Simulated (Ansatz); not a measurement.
Geometry optimisation in Ansatz: input, command and trajectory.

```yaml
crystal:
  lattice:
    - [4.014054113, 0.0, 0.0]
    - [-2.0070270565, 3.476272834, 0.0]
    - [0.0, 0.0, 6.6654774782]
  atoms:
    - { symbol: Ca, position: [0.0, 0.0, 0.0] }
    - { symbol: Al, position: [0.3333333333, 0.6666666667, 0.6310952025] }
    - { symbol: Al, position: [0.6666666667, 0.3333333333, 0.3689047975] }
    - { symbol: Ge, position: [0.3333333333, 0.6666666667, 0.2501186132] }
    - { symbol: Ge, position: [0.6666666667, 0.3333333333, 0.7498813868] }
basis:
  ecutwfc: 420
kpoints:
  mp_grid: { grid: [12, 12, 6] }
hamiltonian:
  xc: pbesol
scf:
  occupations: { method: gaussian, width: 0.1 }
output:
  forces: true
  stress: true
  eigenvalues: true
relax:
  adjacent_minimum: "off"
  f_tol: 0.01
  max_steps: 30
  cell: { stress_tol: 0.1, fix: [volume] }
```

```bash
ansatz run input.yaml --threads 1 --pin off --max-ram 2560MiB --backend cpu --events-out ev --progress --plain --runs-dir out
```

The calculation used DFT PBEsol, scalar-relativistic, plane waves, PAW in Ansatz 0.2.0.

The volume is held at 0.88 times that of the relaxed cell.

Of 5 frames 4 are shown, positions in Å and forces in eV/Å; the SCF threshold varies from step to step. Steps run on the plane waves of an earlier cell, with a Pulay correction in the pressure. The basis is chosen afresh for the last frame, the zero of the energies, and at times for earlier ones too; energy and pressure step there, also at an unchanged geometry.

```xyz
5
Lattice="4.0141 0.0000 0.0000 -2.0070 3.4763 0.0000 0.0000 0.0000 6.6655" Properties=species:S:1:pos:R:3:forces:R:3 pbc="T T T" step=1 free_energy_over_end_meV_per_atom=0.52 pressure_GPa=10.38
Ca    0.0000    0.0000    0.0000    0.0000    0.0000    0.0000
Al    0.0000    2.3175    4.2066    0.0000    0.0000    0.0036
Al    2.0070    1.1588    2.4589    0.0000    0.0000   -0.0036
Ge    0.0000    2.3175    1.6672    0.0000    0.0000   -0.1326
Ge    2.0070    1.1588    4.9983    0.0000    0.0000    0.1326
5
Lattice="4.0253 0.0000 0.0000 -2.0126 3.4860 0.0000 0.0000 0.0000 6.6283" Properties=species:S:1:pos:R:3:forces:R:3 pbc="T T T" step=2 free_energy_over_end_meV_per_atom=0.03 pressure_GPa=10.08
Ca    0.0000    0.0000    0.0000    0.0000    0.0000    0.0000
Al    0.0000    2.3240    4.1906    0.0000    0.0000   -0.0298
Al    2.0126    1.1620    2.4377    0.0000    0.0000    0.0298
Ge    0.0000    2.3240    1.6417    0.0000    0.0000    0.0068
Ge    2.0126    1.1620    4.9866    0.0000    0.0000   -0.0068
5
Lattice="4.0230 0.0000 0.0000 -2.0115 3.4840 0.0000 0.0000 0.0000 6.6358" Properties=species:S:1:pos:R:3:forces:R:3 pbc="T T T" step=3 free_energy_over_end_meV_per_atom=0.00 pressure_GPa=10.11
Ca    0.0000    0.0000    0.0000    0.0000    0.0000    0.0000
Al    0.0000    2.3227    4.1916    0.0000    0.0000   -0.0103
Al    2.0115    1.1613    2.4442    0.0000    0.0000    0.0103
Ge    0.0000    2.3227    1.6443    0.0000    0.0000    0.0007
Ge    2.0115    1.1613    4.9914    0.0000    0.0000   -0.0007
5
Lattice="4.0229 0.0000 0.0000 -2.0115 3.4840 0.0000 0.0000 0.0000 6.6361" Properties=species:S:1:pos:R:3:forces:R:3 pbc="T T T" step=5 free_energy_over_end_meV_per_atom=0.00 pressure_GPa=10.11
Ca    0.0000    0.0000    0.0000    0.0000    0.0000    0.0000
Al    0.0000    2.3226    4.1907    0.0000    0.0000   -0.0012
Al    2.0115    1.1613    2.4454    0.0000    0.0000    0.0012
Ge    0.0000    2.3226    1.6443    0.0000    0.0000   -0.0003
Ge    2.0115    1.1613    4.9918    0.0000    0.0000    0.0003
```

It took 65 s on 1 thread of Arm Neoverse V2 (shared host), peak memory 0.49 GiB.